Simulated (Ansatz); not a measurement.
Method: PBE, scalar-relativistic; collinear spin; PAW, 420 eV, Γ-centred 10×10×10 mesh, 0.05 eV Gaussian smearing; code Ansatz; PAW files: Ansatz's generated set soft_2.

A crystal of composition FeX, relaxed at this level of theory, gives this pattern between 10° and 80°.

Cu Kα1 powder pattern (kinematic, no thermal factors).
2θ (°) (relative intensity): 27.62 (58), 32.00 (100), 45.88 (74), 54.40 (30), 57.03 (26), 66.90 (12), 73.84 (13), 76.09 (34)

Which lattice and cell does the pattern come from?

Cubic, space group Fm-3m (No. 225), a = 5.590 Å, b = 5.590 Å, c = 5.590 Å, α = 90.00°, β = 90.00°, γ = 90.00°. The line positions fix the lattice at most, not the space group, and lines under 1 % of the strongest aren't listed; this is the group of the computed cell.

A compound FeX has these computed properties.

```json
{
  "Band gap": "zero (metallic)",
  "Density of states at the Fermi level": "2.3 states/(eV·atom)",
  "Magnetic state": "ferromagnetic (the only order tried)",
  "Site spin moments": "Fe 2.66; X -0.06 μB",
  "Spin moment of the cell": "2.58 μB",
  "Bader charges": "Fe 0.21; X -0.21 e",
  "Formation energy from the elements (0 K, uncorrected)": "0.69 eV/atom (unstable against the elements)",
  "Bulk modulus (Birch–Murnaghan)": "68 GPa"
}
```

The electronic state has lower symmetry than the lattice and leaves a non-hydrostatic stress of up to 0.7 GPa in this cell.

Sites: Fe on 4b, X on 4a.

Which element is X?
A. Bi
B. Tl
C. At
D. Pb

A. X is Bi, so the compound is FeBi.

This is a trial structure made by placing the elements on a prototype's sites, so it needn't be the stable form.

The equation of state has an unusual shape (B0′ outside 2.8 to 7.5), so B0 is less sure. These numbers lack spin–orbit coupling. The run wasn't fully tested for a lower electronic state. The order of the orbitals lowers the symmetry, along an axis that is one of several equivalent ones. Site moments are of spin, integrated over atomic spheres. Only parallel moments were tried, so the real magnetic order may be another.
